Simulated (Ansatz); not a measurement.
Sb: the functional and the phonons

Sb in the rhombohedral A7 structure, in a typed cell, not relaxed.

```yaml
# lattice in Å, fractional positions
crystal:
  lattice:
    - [2.19000, 1.26440, 3.81667]
    - [-2.19000, 1.26440, 3.81667]
    - [0.00000, -2.52879, 3.81667]
  atoms:
    - { symbol: Sb, position: [0.23350, 0.23350, 0.23350] }
    - { symbol: Sb, position: [0.76650, 0.76650, 0.76650] }
```

Method (Ansatz, development build): PBE; all-electron PAW datasets (no frozen core) at 180 eV; k mesh 8×8×8; Fermi–Dirac smearing of 0.1 eV; no spin. Phonons (finite displacements) are harmonic and in cm⁻¹; i marks an unstable mode. Zone-centre lists hold the optical modes without the non-analytic term.

Caveats: coarse k mesh.

At 31.71 Å³ an atom it gives top Γ mode (cm⁻¹) 141; lowest Γ mode (cm⁻¹) 96.

Repeat with r2SCAN in the same cell, on the same kind of potentials and mesh. What changes?


| functional | cutoff (eV) | volume (Å³/atom) | top Γ mode (cm⁻¹) | lowest Γ mode (cm⁻¹) |
| --- | --- | --- | --- | --- |
| r2SCAN in the same cell | 290 | 31.71 | 143 | 86 |
